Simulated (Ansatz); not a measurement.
Values for one crystal, relaxed and computed with the program Ansatz at the PBEsol level (PAW); other levels are named.

* **Volume per atom**: 24.46 Å³
* **Electronic character**: metallic (no gap)
* **Young's modulus**: 82.6 GPa
* **Debye temperature from the elastic constants**: 202 K
* **Formation energy from the elements (no fitted shifts)**: -0.36 eV/atom
* **Pressure derivative B′**: 5.1
* **Mechanical stability**: stable (all eigenvalues of C positive)

Pick the material that matches.
A. ZnCdTeSe, R3m (Zn on 3a, Cd on 3a, Te on 3a, Se on 3a)
B. CoSi, P2_13 (Co on 4a, Si on 4a)
C. BiTePd, P2_13 (Bi on 4a, Te on 4a, Pd on 4a)
D. BPd2, Pnnm (B on 2a, Pd on 4g)

C, BiTePd, P2_13 (Bi on 4a, Te on 4a, Pd on 4a)

The workflow started from a Materials Project entry (that database holds measured and hypothetical structures alike); the Crystallography Open Database copy checked does not list it. Its standing as an ambient phase is unchecked. The PBEsol relaxation kept the symmetry of its start; whether a distortion lowers the energy is not shown. No spin polarisation was allowed. As this level gives no gap, shear constants depend on the k-mesh and smearing (Fermi–Dirac, 0.1 eV here). The references are the lowest solids computed at this level, not always the standard phases. Spin–orbit coupling is left out wherever it is not named.

Potentials: the later of the program's two PAW sets.
